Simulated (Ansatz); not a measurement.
System: Ge (diamond type), 2 atoms in the cell.

```
Ge
1.0
     0.00000    2.88000    2.88000
     2.88000    0.00000    2.88000
     2.88000    2.88000    0.00000
Ge
2
Direct
  0.00000 0.00000 0.00000
  0.25000 0.25000 0.25000
```

Code and potentials: Ansatz PAW hard set, 700 eV. Settings of the plain PBE run: k-mesh 6×6×6 Γ-centred; Fermi–Dirac smearing of 0.02 eV; no spin polarisation.

Plain PBE gives:

```
Pressure : 0.15 GPa
```

What changes under PBE with spin–orbit coupling?

The pressure goes up by 0.01 GPa to 0.16 GPa.

What changes under r²SCAN?

The pressure decreases by 2.866 GPa to -2.714 GPa.

The stress includes the program's correction for the finite plane-wave basis.

The k-mesh is modest, so these values aren't fully converged in k. Potentials made with PBE were used with another functional (at least in: Ansatz PAW hard set, 700 eV (r²SCAN)).
